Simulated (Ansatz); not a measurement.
## YHg: energy along a strain

YHg, Pm-3m, a = 3.682 Å (as given, not relaxed at this level: 1.4 GPa). The structure is a COD entry; whether it is the stable form wasn't checked. Ansatz: r2SCAN, PAW, 500 eV, Γ-centred 14×14×14 mesh on 2 atoms, Gaussian smearing 0.15 eV; no spin polarisation. Cell vectors (Å): 3.682 0.000 0.000; 0.000 3.682 0.000; 0.000 0.000 3.682. The cell is strained by x per cent times the pattern (0 0 0 0 0 1) in the order xx yy zz yz xz xy (engineering shears), with fractional coordinates held. y is the free energy over the start, V0 = 24.959 Å³/atom. Symmetry makes y even in x.

| x (%) | y (meV/atom) |
| --- | --- |
| -4.00 | 5.48 |
| -2.00 | 1.37 |
| 0.00 | 0.00 |
| 0.50 | 0.09 |
| 1.00 | 0.34 |
| 1.50 | 0.77 |
| 2.50 | 2.14 |
| 3.00 | 3.08 |
| 3.50 | ? |

Fit y = c2 x² + c4 x⁴ to the other rows, get the stiffness along the pattern, and predict the missing energy.

Least squares on the rows shown. y = 0.3422 x² + 1.960×10⁻⁵ x⁴. The clamped-ion stiffness p·C·p = 2 × 3.422 eV × 160.2 / 24.959 Å³ = 44 GPa, which is C66 in these axes (C44 of the cubic crystal) (second derivative at the start, which stands under stress). At x = 3.50 the fit asked for gives 4.19 meV/atom. The run gave 4.20 meV/atom, so the fit is 0.01 meV/atom too low, a small miss on the scale of the series.

Spin–orbit coupling is left out, which can shift energies with elements as heavy as these.